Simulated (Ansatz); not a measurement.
A relaxed structure of TePb. Space group Fm-3m (No. 225), rock salt type. Calculation: PBEsol (plane waves to 420 eV, PAW, scalar-relativistic; Ansatz, a program for electronic structure).

```xyz
2
Lattice="2.2776 1.3150 3.7203 -2.2776 1.3150 3.7203 0.0000 -2.6300 3.7203" Properties=species:S:1:pos:R:3 pbc="T T T"
Pb     0.0000     0.0000     0.0000
Te     0.0000     0.0000     5.5805
```

**Question.** Estimate the band gap that PBEsol returns for this input.

**Answer.** 0.65 eV (no spin-orbit coupling).

No spin polarisation in the result. Without spin-orbit coupling the bands of the heavy element are not split, so the gap can be far off.

Measured for TePb: gap 0.19 eV (0 K or low temperature; as listed in arXiv:2302.06325). Computed minus measured — gap: PBEsol +0.46 eV. The computed values are for a static lattice, and a measured gap can be an optical one, lowered by exciton binding.

The run could not lose the symmetry of its start.
